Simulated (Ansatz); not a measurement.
**Relaxing a structure of Be**

The start is a generated cell, Be placed in the AFLOW prototype A_oC8_64_f (A11, as in Ga). The structure is fully relaxed (lattice and positions, P = 0) with r2SCAN (plane waves to 500 eV, PAW, scalar-relativistic; Ansatz, a first-principles code). The first steps use a coarse 11×11×10 k-mesh.

Initial structure:
```yaml
crystal:
  lattice:
    - [1.68801, -2.85912, 0.00000]
    - [1.68801, 2.85912, 0.00000]
    - [0.00000, 0.00000, 3.37676]
  atoms:
    - { symbol: Be, position: [0.34510, 0.65490, 0.58100] }
    - { symbol: Be, position: [0.65490, 0.34510, 0.41900] }
    - { symbol: Be, position: [0.84510, 0.15490, 0.91900] }
    - { symbol: Be, position: [0.15490, 0.84510, 0.08100] }
```

**Question.** What is the largest force in the starting geometry, and on which atom (counted from 1)?

**Answer.** 1.58 eV/Å, on Be1, Be2, Be3, Be4 (atoms numbered as listed).

**Question.** What symmetry does the relaxed structure have?

**Answer.** The space group goes from Cmce (No. 64) to Fmmm (No. 69), with 2 atoms in the primitive cell.

**Question.** How do the shortest distances between atoms change?

**Answer.** The closest pairs of elements (up to four, under 3.6 Å), start → end: Be–Be 1.85 → 2.14 Å.

Final values are on a 24×24×24 k-mesh of the relaxed cell. No spin polarisation in the result.

The run could not lower the symmetry of its start; a shaken copy of this end point relaxes with r2SCAN to P6₃/mmc (No. 194), 0.35 eV/atom lower.

The relaxed structure here is a generated cell of Be: the first start was made by placing the elements on the sites of a structure type, and the end was not matched to a known phase here, so it may be hypothetical. Known forms of Be include space group No. 194.
